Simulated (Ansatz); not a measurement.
## Field gradients at the nuclei in Al2Cu

The cell is a COD entry, its atoms then relaxed with PBE in this cell.

```
Al Cu
1.0
    -3.03350    3.03350    2.43850
     3.03350   -3.03350    2.43850
     3.03350    3.03350   -2.43850
Al Cu
4 2
Direct
  0.65810 0.15810 0.81620
  0.15810 0.34190 0.50000
  0.34190 0.84190 0.18380
  0.84190 0.65810 0.50000
  0.25000 0.25000 0.00000
  0.75000 0.75000 0.00000
```

Atoms are numbered from 1 in the order listed; like atoms form one site, named after its first atom.

All values are calculated (Ansatz; DFT, r2SCAN, plane waves and PAW, scalar-relativistic, 500 eV cutoff, Γ-centred 12×12×12 k-points, Fermi–Dirac smearing 0.05 eV), not measured.

V_zz is the principal component of the electric field gradient with the largest magnitude, η = (V_xx − V_yy)/V_zz and C_Q = eQV_zz/h.

27Al: I = 5/2, Q = 146.6 mb; ⁶⁵Cu: I = 3/2, Q = -204.0 mb. Nuclear quadrupole moments: year-2017 set (Pyykkö).

```tsv
site	atoms (order as listed)	first shell	V_zz (10²¹ V/m²)	η	C_Q (MHz)
Al	1, 2, 3, 4	4 Cu at 2.59 Å, 11 Al at 2.71–3.23 Å	-0.78	0.52	-2.77
Cu	5, 6	2 Cu at 2.44 Å, 8 Al at 2.59 Å	-2.87	0.00	14.1
```

An axis of threefold or higher order runs through Cu, so V_zz lies along it and η is zero.

At this cell the principal stresses reach 5 GPa in size with r2SCAN, which can matter for small gradients. The run finds no gap above 0.1 eV (a metal, or nearly one), so the gradients can move by 10 % or more with the k-mesh. With these PAW files V_zz is typically within 2 to 3 % of all-electron values, but misses above 10 % occur on Al.

Hardware: 1 thread of Intel Xeon Platinum 8488C (Sapphire Rapids) (x86_64; 16 cores open to the job, memory cap 3.0 GiB, no GPU), a shared host with a load of 0.3 a core. Wall time 43 s, CPU time 43 s, peak memory 0.9 GiB.
